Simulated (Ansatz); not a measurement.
## Ansatz run, YCdO3

input.yaml (Ansatz 0.2.0)

```yaml
crystal:
  lattice:
    - [1.900905, 3.292476, 0.0]
    - [-3.80182, 0.0, 0.0]
    - [0.0, 0.0, 11.89054]
  atoms:
    - { symbol: "Y", position: [0.0, 0.0, 0.0] }
    - { symbol: "Y", position: [0.0, 0.0, 0.5] }
    - { symbol: Cd, position: [0.66667, 0.33334, 0.25] }
    - { symbol: Cd, position: [0.33333, 0.66667, 0.75] }
    - { symbol: O, position: [0.0, 0.0, 0.25] }
    - { symbol: O, position: [0.0, 0.0, 0.75] }
    - { symbol: O, position: [0.66667, 0.33334, 0.08707] }
    - { symbol: O, position: [0.33333, 0.66667, 0.58707] }
    - { symbol: O, position: [0.66667, 0.33334, 0.41293] }
    - { symbol: O, position: [0.33334, 0.66667, 0.91293] }
  symmetry: { tolerance: 0.0003 }
kpoints:
  mp_grid: { grid: [10, 10, 3], shift: [0, 0, 0] }
magnetization:
  spin_polarized: false
scf:
  occupations: { method: gaussian, width: 0.1212 }
  lower_state_search: "off"
  max_iter: 200
hamiltonian:
  pseudopotentials: { kind: paw }
  xc: lda
basis:
  ecutwfc: 420
  fft_grid_basis: typed
output:
  forces: true
  stress: true
  eigenvalues: true
  bader: true
  populations: true
  elf: true
  write_potential: true
  volumetric_format: npy
  dos:
    e_range: [-12, 8]
    de: 0.05
    projected: { site_lists: { Cd: [Cd], O: [O], "Y": ["Y"] } }
checkpoint:
  read: saved_state
```

The run starts from an earlier solution of this cell. 

Excerpt of what it printed:

```
Warning: the atoms were moved onto the symmetric positions of the space group found under crystal.symmetry.tolerance 3.0e-4 (fractional; no operation is sought that the atoms, as they stand in a round, miss by more than twice it, and no atom is moved by as much as it), and the run uses the moved positions.
Pseudopotentials: kind: paw
Pseudopotential: Y, paw, valence charge 11, recommended cutoff 420 eV (normal), Y.paw.azcp
Pseudopotential: Cd, paw, valence charge 20, recommended cutoff 420 eV (normal), Cd.paw.azcp
Pseudopotential: O, paw, valence charge 6, recommended cutoff 420 eV (normal), O.paw.azcp
Functional definition: SPW92
  exchange = slater_x
  correlation = pw_c
Crystal: 10 atoms, lattice volume = 148.839 Å³
Basis set: ecut = 420 eV, 2919 PW (Γ)
Bands: 59, of which v1, the nominal top of the filled ones, is band 49 counted from 1 (48 counted from 0)
Symmetry: 24 space group operations
Space group: P63/mmc (ITA 194), of the structure as read, at distance tolerance 1.6e-3 Å
k-points: 28 of 300
Initial density: read from a saved state, or passed on in memory by an earlier SCF of this step, an earlier step, the calling program or the single point that the run made first
Functional: x = slater, c = lda
SCF iter   1: F=—  Δρ=1.52e-3  dr2=1.35e-3
SCF iter   2: F=—  Δρ=5.65e-4  dr2=4.27e-4
SCF iter   3: F=—  Δρ=3.60e-4  dr2=2.14e-4
SCF iter   4: F=—  Δρ=2.30e-4  dr2=9.32e-5
SCF iter   5: F=—  Δρ=8.38e-5  dr2=1.13e-5
SCF iter   6: F=—  Δρ=1.27e-5  dr2=2.26e-7
SCF iter   7: F=-27062.6291 eV  Δρ=3.05e-6  dr2=8.23e-9
Free energy (F): -27062.6291 eV
Harris-Foulkes:  -27062.6291 eV  (|F-HF|=4.87e-9)
Internal energy: -27062.5810 eV  (E = F + TS)
E sigma→0 (E₀):  -27062.6051 eV
Entropy (-TS):   -0.0481 eV (-4.812 meV/atom)
Fermi energy:    8.5579 eV
--- Stress (GPa, compression-positive) ---
      -12.6741       0.0000       0.0000
        0.0000     -12.6741       0.0000
        0.0000       0.0000      -0.5567
  P = ⅓ Tr σ = -8.6350 GPa (-86.350 kbar)
--- Löwdin populations: 10 sites ---
  site symbol       q [e]
     0      Y      9.8196
     1      Y      9.8196
     2     Cd     18.3599
     3     Cd     18.3599
     4      O      6.9735
     5      O      6.9735
     6      O      6.7850
     7      O      6.7850
     8      O      6.7850
     9      O      6.7850
  spilling = 0.0057 (of n_electrons = 98.0000)
--- Bader charges: 10 sites ---
  site symbol  charge [e]  shift [e]
     0      Y      2.1958     0.0002
     1      Y      2.1958     0.0002
     2     Cd      1.3155     0.0025
     3     Cd      1.3155     0.0025
     4      O     -1.0493     0.0015
     5      O     -1.0493     0.0015
     6      O     -1.2310     0.0019
     7      O     -1.2310     0.0019
     8      O     -1.2310     0.0019
     9      O     -1.2310     0.0019
```

Absolute energies hang on the potentials; compare differences alone.

Origin: a known structure type with other elements, at an estimated volume, so it need not be a known compound. Caveats: many states at the Fermi level without spin polarisation, so a magnetic state may lie lower; atoms or cell far from equilibrium.
